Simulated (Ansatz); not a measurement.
Ag (hcp, Mg type)

```yaml
crystal:
  lattice:
    - [2.90274, 0.00000, 0.00000]
    - [-1.45137, 2.51384, 0.00000]
    - [0.00000, 0.00000, 4.75012]
  atoms:
    - { symbol: Ag, position: [0.33333, 0.66667, 0.25000] }
    - { symbol: Ag, position: [0.66667, 0.33333, 0.75000] }
```

The slice is a (-1 1 0 2) plane (indices of the conventional cell) through the point (0.333, 0.667, 0.250) (fractional), spanned by u = [110] and v = [1 -1 1] in vectors of this cell: u (2.90 Å) and v (6.92 Å, at 90° to u). It covers one period; positions are fractions (u, v).

All values below come from r2SCAN (plane waves to 500 eV, PAW, scalar-relativistic; Ansatz, a quantum-chemistry and plane-wave program). k mesh 18×18×10. Inside the PAW spheres the values are not all-electron values, and peaks at nuclei hang on which shells count as valence. Ag was relaxed with its symmetry unable to fall. This is one of several known forms of Ag; the measured ambient cells at hand have space group No. 225.

Three fields on this plane, each scaled to ten steps between its own extremes (0 low, 9 high; the total valence density on a logarithmic scale, the potential cut 8 eV below its top; x marks points blanked near nuclei; v = 0 in the bottom row):

Map A
```
|xxxxx3003xxxx|
|xxxxx2002xxxx|
|xxxx411114xxx|
|xxx51133115xx|
|5421123321124|
|0001122221100|
|0001111111100|
|0000011110000|
|0000011110000|
|0000112211000|
|1000112211000|
|1000112211000|
|1000011110000|
|2100011110001|
|9841012210148|
|xxx51122115xx|
|xxxx312213xxx|
|xxxx511115xxx|
|xxxx611116xxx|
|xxxx511115xxx|
|xxx92111129xx|
|xx9410110149x|
|5421001100124|
|1101000000101|
|0001100001100|
|0000000000000|
|5421001100124|
|xxx51011015xx|
|xxxx410014xxx|
|xxxxx2002xxxx|
|xxxxx3003xxxx|
|xxxxx3003xxxx|
```

Map B
```
|xxxxx2662xxxx|
|xxxxx4664xxxx|
|xxxx157751xxx|
|xxx05788750xx|
|0135788887531|
|6677788887776|
|8888776677888|
|9998755557899|
|9997643346799|
|9987542245789|
|9987543345789|
|8887654456788|
|7777665566777|
|4456677776654|
|0004677776400|
|xxx04788740xx|
|xxxx267762xxx|
|xxxx057750xxx|
|xxxx057750xxx|
|xxxx057750xxx|
|xxx03688630xx|
|xx0157887510x|
|0035789987530|
|5567899998765|
|6778999999877|
|5567899998765|
|0135799997531|
|xxx05788750xx|
|xxxx168861xxx|
|xxxxx4664xxxx|
|xxxxx2662xxxx|
|xxxxx1551xxxx|
```

Map C
```
|xxxxx7447xxxx|
|xxxxx5335xxxx|
|xxxx742247xxx|
|xxx75322357xx|
|7764322223467|
|3332222222233|
|1112233332211|
|0012344443210|
|0012356653210|
|0012456654210|
|0012456654210|
|1112345543211|
|3223344443322|
|5544333333445|
|9975432234579|
|xxx85322358xx|
|xxxx742247xxx|
|xxxx843348xxx|
|xxxx843348xxx|
|xxxx742247xxx|
|xxx96322369xx|
|xx9742112479x|
|8764211112467|
|4432100001234|
|3321100001123|
|4432100001234|
|8764210012467|
|xxx74211247xx|
|xxxx742247xxx|
|xxxxx5335xxxx|
|xxxxx7447xxxx|
|xxxxx7447xxxx|
```

Question: Assign the maps to these fields: electron localisation function (ELF); valence electron density; electrostatic potential energy of an electron, from the cell's mean.

Answer: A is the electron localisation function (ELF); B is the electrostatic potential energy of an electron, from the cell's mean; C is the valence electron density.
